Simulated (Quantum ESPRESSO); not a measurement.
**Report: field gradients of Cl2 (Cmce) under strain**

```yaml
crystal:
  lattice:
    - [3.26421, -2.05747, 0.00000]
    - [3.26421, 2.05747, 0.00000]
    - [0.00000, 0.00000, 8.40240]
  atoms:
    - { symbol: Cl, position: [0.88548, 0.11452, 0.60475] }
    - { symbol: Cl, position: [0.11452, 0.88548, 0.39525] }
    - { symbol: Cl, position: [0.61452, 0.38548, 0.10475] }
    - { symbol: Cl, position: [0.38548, 0.61452, 0.89525] }
```
The geometry is a computed Materials Project entry, not a measured one. It is Cl2 in Cmce; whether this form has been observed was not checked. Stability against distortions was not tested. Forces on the atoms reach 0.39 eV/Å at this level.

Method: field gradients by PBE PAW (JTH datasets; density from pw.x of a modified build of Quantum ESPRESSO, gradients reconstructed from it by a script), 25 Ha, k-mesh 7×7×3 through Γ. Relaxations, where named, use PBE in pw.x of Quantum ESPRESSO. Values are those of each site's first atom; slopes are least-squares lines through the rows.

**Isotropic strain.** The last row in full: isotropic strain, all lattice vectors scaled by 1.02, fractional positions kept. Sites: Cl is atom 1.

| strain (%) | Vzz Cl (a.u.) |
|---|---|
| -2 | 5.310 |
| 0 | 5.422 |
| +2 | 5.522 |
| slope per % | 0.0529 |

Vzz Cl (a.u.) answers most, by 0.0529 per %. Largest miss of the straight line: Vzz Cl 0.0039.

**Volume-keeping strain along the main axis.** The last row in full: strained by +2 % along the third axis of the standard frame and by -1 % across it, atoms relaxed. Sites: Cl is atom 1.

| strain (%) | Vzz Cl (a.u.) |
|---|---|
| -2 | 5.418 |
| 0 | 5.445 |
| +2 | 5.472 |
| slope per % | 0.0135 |

Vzz Cl (a.u.) answers most, by 0.0135 per %. Largest miss of the straight line: Vzz Cl 0.0001.

**Summary.** Under isotropic strain, the largest response is that of Vzz Cl (a.u.) (0.0529 per %). Under volume-keeping strain along the main axis, the largest response is that of Vzz Cl (a.u.) (0.0135 per %). Cores are frozen. Against all-electron runs on small test molecules, this scheme's |Vzz| missed by −3 to −9 % on Cl.

As single numbers, gradients under 0.02 a.u. lie near what cutoff and mesh leave (some 0.003 a.u. in our sweeps); these rows share cutoff and mesh counts, so their differences are steadier.
